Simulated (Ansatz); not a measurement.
Clean, relaxed (001) surface of WC, space group P-6m2 (No. 187) (top face towards +c; atoms held fixed, by place in the list: 1, 2, 3, 4, 5, 6, 7, 8, 9, 10, 11, 12):

```xyz
24
Lattice="5.8038 0.0000 0.0000 -2.9019 5.0262 0.0000 0.0000 0.0000 24.0817" Properties=species:S:1:pos:R:3 pbc="T T T"
C     1.4510    0.8377    8.5000
C     0.0000    3.3508    8.5000
C     4.3529    0.8377    8.5000
C     2.9019    3.3508    8.5000
W     0.0000    0.0000    9.9163
W    -1.4510    2.5131    9.9163
W     2.9019    0.0000    9.9163
W     1.4510    2.5131    9.9163
C     1.4510    0.8377   11.3327
C     0.0000    3.3508   11.3327
C     4.3529    0.8377   11.3327
C     2.9019    3.3508   11.3327
W     0.0000    0.0000   12.7474
W    -1.4510    2.5131   12.7474
W     2.9019    0.0000   12.7474
W     1.4510    2.5131   12.7474
C     1.4510    0.8377   14.1955
C     0.0000    3.3508   14.1955
C     4.3529    0.8377   14.1955
C     2.9019    3.3508   14.1955
W     0.0000    0.0000   15.5571
W    -1.4510    2.5131   15.5571
W     2.9019    0.0000   15.5571
W     1.4510    2.5131   15.5571
```

Method: Ansatz 0.2.0, DFT PBE+D3(BJ), scalar-relativistic, plane waves, PAW. Plane waves to 420 eV, a k mesh through Γ of 6×6×1 on the computed 24-atom cell and Gaussian smearing (0.10 eV); no spin polarisation. The cell repeats along c with a dipole correction in the vacuum.

The adsorption energy is E(slab + adsorbate) − E(slab) − E(free adsorbate, spin-polarised where open-shell). With the adsorbate the cell is lengthened along c to keep the vacuum.

**Question.** C (atom) is put at the hollow (W-W-W) at (0.17, 0.83) site, one adsorbate per 29.2 Å². What structure does it relax to?

**Answer.** E_ads = -7.38 eV. Contacts: C–W 2.04 Å, C–W 2.04 Å, C–W 2.04 Å.

```
CELL_PARAMETERS angstrom
5.80381 0.00000 0.00000
-2.90191 5.02625 0.00000
0.00000 0.00000 26.08166
ATOMIC_POSITIONS crystal
C 0.33333 0.16667 0.32590
C 0.33333 0.66667 0.32590
C 0.83333 0.16667 0.32590
C 0.83333 0.66667 0.32590
W 0.00000 0.00000 0.38020
W 0.00000 0.50000 0.38020
W 0.50000 0.00000 0.38020
W 0.50000 0.50000 0.38020
C 0.33333 0.16667 0.43451
C 0.33333 0.66667 0.43451
C 0.83333 0.16667 0.43451
C 0.83333 0.66667 0.43451
W 0.99980 0.00020 0.48887
W 0.99980 0.49960 0.48887
W 0.50040 0.00020 0.48887
W 0.50000 0.50000 0.48821
C 0.33394 0.16788 0.54446
C 0.33394 0.66606 0.54446
C 0.83333 0.16667 0.54300
C 0.83212 0.66606 0.54446
W 0.99994 0.00006 0.59860
W 0.99994 0.49989 0.59860
W 0.50011 0.00006 0.59860
W 0.50000 0.50000 0.59408
C 0.16667 0.83333 0.64298
```

Each end is the local minimum or symmetric point that its start leads to. The slab is only 7.1 Å thick, so the energies aren't converged with thickness.

The adsorbed runs have no spin polarisation, so weakly bound open-shell ends lie too high.